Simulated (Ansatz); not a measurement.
System: Cr$_{2}$O$_{3}$, 10 atoms in the cell.

Level of theory: PBE, plane waves, PAW datasets (generated hard set) in Ansatz.

Cutoff 700 eV; k-mesh 4×4×4 Γ-centred; fixed occupations; starting moments Cr1 3, Cr2 -3, Cr3 3, Cr4 -3 μB.

```
Cr O
1.0
     2.47950    1.43154    4.53133
    -2.47950    1.43154    4.53133
     0.00000   -2.86308    4.53133
Cr O
4 6
Direct
  0.34770 0.34770 0.34770
  0.15230 0.15230 0.15230
  0.84770 0.84770 0.84770
  0.65230 0.65230 0.65230
  0.55510 0.94490 0.25000
  0.25000 0.55510 0.94490
  0.94490 0.25000 0.55510
  0.44490 0.05510 0.75000
  0.75000 0.44490 0.05510
  0.05510 0.75000 0.44490
```

Forces on the other atoms:

```
atom  Fx (eV/Å)  Fy (eV/Å)  Fz (eV/Å)
 Cr1      0.000      0.000     -0.186
 Cr3      0.000      0.000     -0.186
 Cr4      0.000      0.000      0.186
  O5      0.285      0.000      0.000
  O6     -0.143      0.247      0.000
  O7     -0.143     -0.247      0.000
  O9      0.143     -0.247      0.000
 O10      0.143      0.247      0.000
```

(1) What forces (eV/Å) act on O8 and Cr2, and what is the pressure?

## Answers

(1) O8: (-0.285, 0.000, 0.000); Cr2: (0.000, 0.000, 0.186). The pressure is 2.70 GPa.

The stress includes the program's correction for the finite plane-wave basis.

One magnetic order was tried; another may lie lower.
